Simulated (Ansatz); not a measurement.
BP:
```
CELL_PARAMETERS angstrom
      0.00000     2.24536     2.24536
      2.24536     0.00000     2.24536
      2.24536     2.24536     0.00000
ATOMIC_POSITIONS crystal
  B  0.00000 0.00000 0.00000
  P  0.75000 0.75000 0.75000
```

Tensor components refer to the Cartesian frame of this cell.

Question: Give the high-frequency dielectric tensor and the Born effective charge tensors of the independent atoms from DFPT, plane-wave PAW LDA (Ansatz code).

Answer: 
ε∞:
```
9.18  0.00  0.00
0.00  9.18  0.00
0.00  0.00  9.18
```
Z* of atom 1 (B), rows: field, columns: displacement, in e:
```
-0.64   0.00   0.00
 0.00  -0.64   0.00
 0.00   0.00  -0.64
```
Z* of atom 2 (P), rows: field, columns: displacement, in e:
```
0.64  0.00  0.00
0.00  0.64  0.00
0.00  0.00  0.64
```

Space group F-43m (zinc blende). The cell was relaxed with LDA under the symmetry of its start.

Potentials: the earlier of the program's two PAW sets. The files were generated under PBE; for other functionals the program regenerates the frozen cores, and for LDA and PBEsol the local potential too.
